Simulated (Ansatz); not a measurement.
Start of a relaxation of ZnRhC₄N₄:

```xyz
10
Lattice="5.8826 0.0000 0.0000 0.0000 5.8826 0.0000 0.0000 0.0000 5.8826" Properties=species:S:1:pos:R:3 pbc="T T T"
Zn    0.0000    0.0000    0.0000
Rh    2.9413    2.9413    2.9413
C     1.1068    1.1068    1.1068
C     1.1068    4.7758    4.7758
C     4.7758    1.1068    4.7758
C     4.7758    4.7758    1.1068
N     1.7823    1.7823    1.7823
N     1.7823    4.1003    4.1003
N     4.1003    1.7823    4.1003
N     4.1003    4.1003    1.7823
```

All numbers below come from DFT PBE, scalar-relativistic, plane waves, PAW in Ansatz 0.2.0. Cutoff 420 eV, Gaussian smearing, Γ-centred meshes. Cell and atoms relax first on a coarse mesh and then on a converged one. In between, the cell is made exact in the group found at 0.06 Å. The steps can't lower the symmetry of their start. Collinear spin, starting moments Rh 1.0 μB.

A guess keeps its type if space group and coordination stay and the shape of the cell changes little (axis ratios within about 15 %, angles within 6°); the volume may change.

Problem. Does this structure survive the relaxation?

Solution. It keeps its type. The symmetry stays P-43m (No. 215). The volume per atom grows by 8.3 %, from 20.4 to 22.0 Å³. The shortest distance stays 1.17 Å (C–N). Counting neighbours within 15 % of an atom's shortest distance, the start has C 1, N 1, Rh 4, Zn 4 and the end C 1, N 1, Rh 4, Zn 4.

The zero of energy is the elements' standard structures at the same level (N₂ as a molecule); no fitted shifts are applied.

Problem. At what energy does it end?

Solution. +0.577 eV/atom. A positive value: parting into the elements would lower its energy.

The last run used collinear spin, a 6×6×6 mesh for its 10-atom cell and Gaussian smearing of 0.02 eV. The reference form of C is held partly by dispersion forces, which this level lacks. The magnetic state reached may not be the lowest. A structure relaxed within its symmetry needn't be a true minimum.
